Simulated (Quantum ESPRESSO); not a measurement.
# In2Ti2Pd3Ga: a curve over one atom's position

Computed values, not a measurement. The program is pw.x of Quantum ESPRESSO 7.5 (plane-wave density functional theory). The cell is made up: eight metal atoms on a face-centred cubic lattice, with elements, volume, strain and displacements drawn at random and not relaxed, so it may be unstable or far from any real phase. PseudoDojo standard norm-conserving files set the functional (PBE unless stated); there is no spin polarisation or spin-orbit coupling, the Fermi-Dirac width of 0.25 eV means electrons at about 2900 K, and the masses in the input are unused placeholders. A spin test at this wide smearing found no moment, but such smearing suppresses magnetism that the real alloy may have.

Seven runs move atom 7 (Ga, counted in the order of the input) along z and keep all else fixed.

Input of the run at +0.0120:

```
&control calculation='scf', pseudo_dir='./dojo.nc.sr.pbe.v0_5.standard.upf', outdir='./o', disk_io='minimal', tprnfor=.true., tstress=.true. /
&system ibrav=0, nat=8, ntyp=4, nbnd=73, ecutwfc=84.00895049, nosym=.true., tot_charge=0,
 occupations='smearing', smearing='fd', degauss=0.0183746611
/
&electrons conv_thr=1.470e-08, electron_maxstep=70, mixing_beta=0.5 /
ATOMIC_SPECIES
Ga 1.0 Ga.upf
In 1.0 In.upf
Pd 1.0 Pd.upf
Ti 1.0 Ti.upf
CELL_PARAMETERS angstrom
-4.1758 -0.0013 -0.043
-2.1108 -4.2671 -2.1648
-2.0247 -4.1406 6.1554
ATOMIC_POSITIONS angstrom
In 0.0235 0.0415 -0.1135
Ti -2.1857 -4.251 2.0574
Pd -2.1248 -2.1324 -0.0151
Pd -4.0686 -6.2566 1.9525
Pd -4.1545 -4.2253 4.0808
In -4.113 -4.2599 -0.0568
Ga -4.1301 -1.9975 2.0254
Ti -6.2389 -6.328 3.9878
K_POINTS automatic
6 5 3 1 1 1
```

| shift of atom 7 along z (Å) | free energy less that of the input shown (eV) | Fx on atom 7 (eV/Å) | Fy on atom 7 (eV/Å) | Fz on atom 7 (eV/Å) | pressure (GPa) | iterations |
| --- | --- | --- | --- | --- | --- | --- |
| -0.1435 | 0.1339 | -0.059 | -0.972 | 1.009 | -5.11 | 18 |
| +0.0120 | 0.0000 | 0.034 | -0.984 | 0.717 | -5.40 | 19 |
| +0.0441 | -0.0221 | 0.053 | -0.990 | 0.658 | -5.42 | 19 |
| +0.0611 | -0.0330 | 0.063 | -0.995 | 0.627 | -5.43 | 18 |
| +0.0838 | -0.0467 | 0.077 | -1.001 | 0.584 | -5.43 | 18 |
| +0.1507 | -0.0815 | 0.119 | -1.023 | 0.454 | -5.39 | 19 |

Question: one run is left out of the table, at -0.0836. Estimate its Fz on atom 7 (eV/Å).

Answer: 0.893. The whole row:

| shift of atom 7 along z (Å) | free energy less that of the input shown (eV) | Fx on atom 7 (eV/Å) | Fy on atom 7 (eV/Å) | Fz on atom 7 (eV/Å) | pressure (GPa) | iterations |
| --- | --- | --- | --- | --- | --- | --- |
| -0.0836 | 0.0769 | -0.022 | -0.973 | 0.893 | -5.27 | 18 |

A cubic fit gives dFz/dz = -1.83 eV/Å² at zero shift. Across the table the energy follows minus the integral of the force to 0.1 meV. A rerun of one of the cells at a higher cutoff and on a denser mesh moved values by no more than 0.006 eV in energy, 0.05 GPa in stress and 0.005 eV/Å in force, and a second program with other atomic files agreed on that cell to 2 % rms in force and 0.5 GPa in pressure.